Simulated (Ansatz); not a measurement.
A geometry of WS2 away from equilibrium: the start of the relaxation of a generated cell, WS2 placed in the 3R-MoS2 structure type. These are r2SCAN (plane waves to 500 eV, PAW, scalar-relativistic; Ansatz, a quantum-chemistry and plane-wave program) values and carry that method's errors. Γ-centred k-mesh 8×8×8 on the run's cell (coarser than for final values), Fermi–Dirac smearing 0.05 eV.

```xyz
3
Lattice="1.5952 0.9210 6.1763 -1.5952 0.9210 6.1763 0.0000 -1.8420 6.1763" Properties=species:S:1:pos:R:3 pbc="T T T"
W      0.0000     0.0000     0.0000
S      0.0000     0.0000    13.9393
S      0.0000     0.0000    10.7653
```

Question: Predict the force on each atom, in eV/Å.

Answer: 
```csv
atom,Fx,Fy,Fz
W1,0.00,0.00,0.01
S2,0.00,0.00,-0.73
S3,0.00,0.00,0.72
```

Question: What is the pressure?

Answer: -3.0 GPa, compression positive.

Question: How much energy per atom can still be gained by relaxing?

Answer: 0.01 eV/atom; the path ends in R3m (No. 160).

No spin polarisation in the result. Without a van der Waals term the distances between weakly bound units are poorly fixed.

The run could not lose the symmetry of its start.

The first start was generated by placing the elements on the sites of a structure type. A measured structure of WS2 has the same space group, R3m (No. 160); the sites were not compared with it. Another known form has space group No. 194.
